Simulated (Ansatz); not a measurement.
SrTl: zone-centre modes under pressure

SrTl, Pm-3m, a = 3.955 Å. The structure is a COD entry; whether it is the stable form wasn't checked. Ansatz: LDA, PAW, 420 eV, Γ-centred 10×10×10 mesh on 2 atoms, Fermi-Dirac smearing 0.15 eV; no spin polarisation. Cell and atoms are relaxed at each pressure with the symmetry kept; optical modes at Γ by linear response, in cm⁻¹, the highest.

```
P (GPa) V (Å³/atom)     ω1
      0       30.940   95.3
      2       29.359  106.9
      6       27.203      ?
```

Get the mode's Grüneisen parameter γ = −d ln ω/d ln V from the other rows and predict the missing frequency.

ln(V/V0) = 0.0000, -0.0525, -0.1287; a line through ln(ω/ω0) of the 2 known rows gives ω1: γ = 2.188, predicted 126.3, computed 122.3. The miss is 3.3 %: γ isn't constant over this range. In a metal these frequencies hang on the mesh and smearing.

The mesh isn't the same in all rows (10×10×10, 12×12×12). Spin–orbit coupling is left out, which can shift energies with elements as heavy as these.